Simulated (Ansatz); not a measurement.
Data:

LuSi$_{2}$:
```cif
data_LuSi2
_chemical_formula_sum 'Lu1 Si2'
_space_group_name_H-M_alt 'P 1'
_space_group_IT_number 1
_cell_length_a 4.05610
_cell_length_b 4.05610
_cell_length_c 3.68778
_cell_angle_alpha 90.000
_cell_angle_beta 90.000
_cell_angle_gamma 120.000
loop_
_space_group_symop_operation_xyz
  'x, y, z'
loop_
_atom_site_label
_atom_site_type_symbol
_atom_site_fract_x
_atom_site_fract_y
_atom_site_fract_z
_atom_site_occupancy
Lu1 Lu 0.00000 0.00000 0.00000 1
Si1 Si 0.33333 0.66667 0.50000 1
Si2 Si 0.66667 0.33333 0.50000 1
```

This is the PBEsol-relaxed structure.

**Question.** All from PBEsol in the plane-wave PAW code Ansatz, unless another level is named. Estimate the bulk modulus (Birch–Murnaghan fit).

**Answer.** 92.9 GPa.

**Question.** And the highest zone-centre frequency?

**Answer.** 427 cm⁻¹.

Space group P6/mmm. The workflow started from an entry of the Crystallography Open Database (COD). Whether it is the stable phase at ambient conditions was not checked. Symmetry was held in the PBEsol relaxation. At this level the phase is mechanically unstable. As this level gives no gap, phonon frequencies hold no LO–TO term and depend on the k-mesh and smearing (Fermi–Dirac, 0.1 eV here). On the denser mesh and wider smearing of the elastic run this cell carries a stress of 0.5 GPa. Spin–orbit coupling is left out wherever it is not named.

Potentials: the later of the program's two PAW sets.
